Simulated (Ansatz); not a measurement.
Starting cell, SnO₂ (rutile):

```
SnO2
1.0
    4.82754     0.00000     0.00000
    0.00000     4.82754     0.00000
    0.00000     0.00000     6.47631
Sn O
4 8
Direct
  0.00000   0.00000   0.00000
  0.00000   0.00000   0.50000
  0.50000   0.50000   0.25000
  0.50000   0.50000   0.75000
  0.30658   0.30658   0.00000
  0.30658   0.30658   0.50000
  0.80658   0.19342   0.25000
  0.80658   0.19342   0.75000
  0.19342   0.80658   0.25000
  0.19342   0.80658   0.75000
  0.69342   0.69342   0.00000
  0.69342   0.69342   0.50000
```

The atoms are displaced by Q × the pattern below (from a DFPT mode at Z = (0.0, 0.0, 0.5), largest move 1; Q in Å), at fixed cell. It is one choice among 2 degenerate patterns. (q is in reciprocal vectors of the primitive cell; the cell shown is doubled to hold the pattern.)

```tsv
atom	x	y	z
Sn1	-0.070	0.070	0.000
Sn2	0.070	-0.070	0.000
Sn3	-0.707	-0.707	0.000
Sn4	0.707	0.707	0.000
O5	0.018	-0.018	-0.378
O6	-0.018	0.018	0.378
O7	0.181	0.181	0.038
O8	-0.181	-0.181	-0.038
O9	0.181	0.181	-0.038
O10	-0.181	-0.181	0.038
O11	0.018	-0.018	0.378
O12	-0.018	0.018	-0.378
```

All values below come from PBE (plane waves to 420 eV, PAW, scalar-relativistic; Ansatz, a first-principles code). k mesh 7×7×5 (Γ-centred), Fermi-Dirac smearing 0.05 eV. SnO2 was relaxed with its symmetry unable to fall. 

```json
[
 {"Q (Å)": "-0.280", "−dE/dQ from forces (eV/Å)": "4.058"},
 {"Q (Å)": "-0.233", "−dE/dQ from forces (eV/Å)": "3.403"},
 {"Q (Å)": "-0.187", "−dE/dQ from forces (eV/Å)": "2.735"},
 {"Q (Å)": "-0.140", "−dE/dQ from forces (eV/Å)": "2.058"},
 {"Q (Å)": "-0.093", "−dE/dQ from forces (eV/Å)": "1.375"},
 {"Q (Å)": "-0.047", "−dE/dQ from forces (eV/Å)": "0.688"},
 {"Q (Å)": "0.000", "−dE/dQ from forces (eV/Å)": "0.000"},
 {"Q (Å)": "0.047", "−dE/dQ from forces (eV/Å)": "-0.688"},
 {"Q (Å)": "0.093", "−dE/dQ from forces (eV/Å)": "-1.375"},
 {"Q (Å)": "0.140", "−dE/dQ from forces (eV/Å)": "-2.058"},
 {"Q (Å)": "0.187", "−dE/dQ from forces (eV/Å)": "-2.735"},
 {"Q (Å)": "0.233", "−dE/dQ from forces (eV/Å)": "-3.403"},
 {"Q (Å)": "0.280", "−dE/dQ from forces (eV/Å)": "-4.058"}
]
```

Question: What harmonic wavenumber does the curvature at Q = 0 give?

Answer: 126 cm⁻¹. E″ = 14.76 eV/Å², M = Σ mᵢ|uᵢ|² = 253.2 u, ν̃ = 521.5·√(|E″|/M).

(A displaced cell: forces are minus the slopes of the energy, force constants its curvatures, and phonons follow from these.)
